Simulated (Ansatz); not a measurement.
## Is this BaAs structure stable?

The structure comes from a generated guess, relaxed at this level; another structure or a mixture of phases may lie lower.

All numbers below come from DFT PBE, scalar-relativistic, plane waves, PAW in Ansatz. The final run on the 4-atom cell used 420 eV, a Γ-centred 10×10×10 mesh, 0.10 eV smearing and no spin polarisation.

```yaml
crystal:
  lattice:
    - [2.38990, -5.72199, 0.00000]
    - [2.38990, 5.72199, 0.00000]
    - [0.00000, 0.00000, 5.04199]
  atoms:
    - { symbol: Ba, position: [0.36301, 0.63699, 0.75000] }
    - { symbol: Ba, position: [0.63699, 0.36301, 0.25000] }
    - { symbol: As, position: [0.94414, 0.05586, 0.25000] }
    - { symbol: As, position: [0.05586, 0.94414, 0.75000] }
```

Formation energies are uncorrected and refer to the elements' standard structures at the same level.

**Question.** These tests were run: energy against the elements; phonons at Γ. What do they show?

**Answer.**

```tsv
test	result
energy against the elements	−0.88 eV/atom
phonons at Γ	imaginary modes down to 78i cm⁻¹
```

It fails one test: phonons at Γ. So it isn't even a local minimum.

The reference form of As is held partly by dispersion forces, which this level lacks. The run for the phonons used a 10×10×10 k mesh and Fermi–Dirac smearing of 0.15 eV.
